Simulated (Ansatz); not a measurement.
SnSe (Fm-3m), an elastic constant from a strain scan

Computed with DFT r2SCAN, scalar-relativistic, plane waves, PAW (Ansatz 0.2.0). Settings: plane waves to 500 eV, k-mesh 10×10×10 (Γ-centred), Gaussian smearing 0.05 eV. No spin polarisation. Energies are free energies at this smearing, counted from the undisturbed cell; pressure is positive in compression.

Zero of the scan (as given, not relaxed at this level; it stands at 0.0 GPa; this rock-salt form isn't the usual structure):

```yaml
crystal:
  lattice:
    - [0.00000, 3.01000, 3.01000]
    - [3.01000, 0.00000, 3.01000]
    - [3.01000, 3.01000, 0.00000]
  atoms:
    - { symbol: Sn, position: [0.00000, 0.00000, 0.00000] }
    - { symbol: Se, position: [0.50000, 0.50000, 0.50000] }
```

The cell is strained by ε times the Voigt pattern (1, 0, 0, 0, 0, 0) (xx, yy, zz, yz, xz, xy; engineering shear) with fractional coordinates fixed. The cell holds 2 atoms in V0 = 54.54 Å³. The stress column is τ = (1/V0) dE/dε, got from the stress tensor σ (compression positive) at each point as −det(1 + εP) σ : P(1 + εP)⁻¹, with P the pattern as a tensor.

```
      ε  ΔE (meV/atom)  τ (GPa)
-0.0600         52.847  -11.683
-0.0450         27.846   -7.996
-0.0300         11.559   -4.849
-0.0150          2.670   -2.191
 0.0000          0.000    0.031
 0.0150          2.505    1.871
 0.0300          9.269    3.374
 0.0450         19.488    4.585
 0.0525         25.672    5.093
 0.0600              ?        ?
```

Problem. Which combination of elastic constants does this scan measure, and how large is it?

Solution. For small ε, τ = τ0 + Kε with K = pᵀCp, which for this pattern is C11 in the cubic axes. The parabola through τ at ε = -0.0150, 0 and 0.0150 has slope K = 135 GPa at zero. The energies per cell, E = NΔE, of the same two points give K = 2[E(ε₊)/ε₊ − E(ε₋)/ε₋]/[(ε₊ − ε₋)V0] = 135 GPa, in agreement.

Problem. Predict the withheld row at ε = 0.0600 from the harmonic law, and compare.

Solution. ΔE = V0(τ0 ε + Kε²/2)/N = 41.806 meV/atom and τ = 8.16 GPa. The calculation gives 32.466 meV/atom and 5.54 GPa: the energy lies 22 % below the harmonic value, as bonds soften when stretched.